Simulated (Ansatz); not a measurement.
Input:

Pt (fcc, Cu type)

```yaml
crystal:
  lattice:
    - [3.97027, 0.00000, 0.00000]
    - [0.00000, 3.97027, 0.00000]
    - [0.00000, 0.00000, 3.97027]
  atoms:
    - { symbol: Pt, position: [0.00000, 0.00000, 0.00000] }
    - { symbol: Pt, position: [0.50000, 0.50000, 0.00000] }
    - { symbol: Pt, position: [0.50000, 0.00000, 0.50000] }
    - { symbol: Pt, position: [0.00000, 0.50000, 0.50000] }
```

In this cell atom 1 (Pt, nearest neighbour Pt at 2.807 Å; its periodic images, 4.0 Å or more away, move with it) is moved by s along Cartesian x, unit vector (1.000, 0.000, 0.000); all other atoms and the cell stay fixed.

Method: PBE (plane waves to 420 eV, PAW, scalar-relativistic; Ansatz, an electronic-structure program). k mesh 10×10×10 (Γ-centred), Fermi-Dirac smearing 0.05 eV. The energy includes the smearing's −TS. With partly filled bands, energies and forces of such displacements shift with the k mesh and the smearing. Pt is run without spin polarisation. Pt was relaxed with its symmetry unable to fall. Spin-orbit coupling is left out, though Pt is heavy. The zero of ΔE is the undisplaced structure.

The scan covers s from -0.560 to 0.560 Å in 11 points.

Problem. Is this a single well or a double well?

Solution. A single well with its minimum at or next to zero displacement.

Problem. Is the energy the same for equal positive and negative displacements?

Solution. Even: the same for both signs. With its periodic images moving along, the atom's site symmetry in this cell is m-3m.

Problem. What is the force constant k = d²E/ds² of this move at s = 0?

Solution. 11.2 eV/Å².

(For displaced atoms, the force is minus the slope of the energy, and its curvature is a force constant, which sets phonon frequencies.)
